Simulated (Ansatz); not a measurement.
# ZnAg

Level of theory: DFT, PBEsol, scalar-relativistic, no spin polarisation; plane waves to 420 eV with PAW datasets (Ansatz 0.2.0), Γ-centred 10×10×10 mesh, 0.05 eV Gaussian smearing; PAW files: Ansatz's generated set soft_2.

```
Zn Ag
1.0
     3.11697    0.00000    0.00000
     0.00000    3.11697    0.00000
     0.00000    0.00000    3.11697
Zn Ag
1 1
Direct
  0.50000 0.50000 0.50000
  0.00000 0.00000 0.00000
```

The chain of runs began from a cell as deposited in COD, expanded in volume.

The cell is relaxed to zero pressure at this level.

```json
{
 "Space group": "Pm-3m (No. 221)",
 "Volume": "15.14 Å³/atom",
 "Band gap": "zero (metallic)",
 "Density of states at the Fermi level": "0.25 states/(eV·atom)",
 "Formation energy from the elements (0 K, uncorrected)": "-0.06 eV/atom",
 "Bulk modulus (Birch–Murnaghan)": "116 GPa",
 "Pressure derivative B0′": "5.3"
}
```

With 31 valence electrons in the calculation's cell and no magnetic order, the bands, two electrons each, can't all be full or empty: band theory demands a metal.

**What was measured.** A cell as deposited of cubic ZnAg (space group Pm-3m), temperature not stated, from the Crystallography Open Database (1963), has a = 3.156 Å and 15.72 Å³/atom.

**Comparison.** The computed cell (3.117 Å, 15.14 Å³/atom) differs from the database's by −3.7 % in volume, about −1.2 % in length. That is a large miss for PBEsol, or the entry is off.
